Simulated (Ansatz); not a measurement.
C:
```
C
1.0
    4.43593     0.00000     0.00000
   -2.21796     3.84162     0.00000
    0.00000     0.00000     2.52203
C
6
Direct
  0.44789   0.89578   0.25000
  0.10422   0.55211   0.25000
  0.44789   0.55211   0.25000
  0.55211   0.10422   0.75000
  0.89578   0.44789   0.75000
  0.55211   0.44789   0.75000
```

This is the r²SCAN-relaxed structure. x, y and z are the axes in which the lattice vectors are written.

All from plane-wave PAW r²SCAN (Ansatz code), unless another level is named. Give the electron effective mass.

0.13, 0.13, 1.2 mₑ (principal values).

Predict the band gap.

2.44 eV (direct).

Predict the HSE06 gap on the r²SCAN cell.

3.33 eV.

Give the hole effective mass, band 2 of 2 at the edge.

0.11 along x, 0.85 along z (mₑ).

And the valence-band maximum?

at Γ.

Space group P6_3/mmc. The start of the workflow was typed in or built on a structure type. Its sites differ from those of the usual phase in this space group: another stacking or structure type. Symmetry was held in the r²SCAN relaxation; whether a distortion lowers the energy is not shown.

Potentials: the later of the program's two PAW sets.
